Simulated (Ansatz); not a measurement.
In r²SCAN (plane waves, PAW; program Ansatz), SiC in the hexagonal phase (P6_222; Si on 3d, C on 3c) relaxes to a = 3.073 Å, c = 7.039 Å. Its formation energy from the elements is 0.34 eV/atom, with no fitted shifts.

It is gapped at this level: 1.18 eV (indirect). The valence maximum lies at Γ and the conduction minimum at M (3 equivalent valleys). The screened hybrid HSE06 puts the gap at 1.65 eV. Electrons at the band edge weigh 0.18, 0.44, 0.64 mₑ (principal values). The hole mass is 0.38, 0.38, 3.8 mₑ (principal values).

An equation-of-state fit gives a bulk modulus of 230 GPa. The relaxed-ion elastic constants in GPa are C11 = 473, C12 = 85.0, C13 = 89.8, C33 = 642, C44 = 214. The elastic constants imply a Debye temperature near 1200 K. Bader charges are Si +2.75, C -2.75 e.

The start of the workflow was typed in or built on a structure type; neither database checked (COD, Materials Project) lists it. It is not the phase usual at ambient conditions (space group No. 186, 216). Symmetry was held in the r²SCAN relaxation; its stability against distortions is not shown here. Its formation energy is positive at this level, so the cell may be metastable or incomplete. The references are the lowest solids computed at this level, not always the standard phases.

Potentials: the later of the program's two PAW sets.
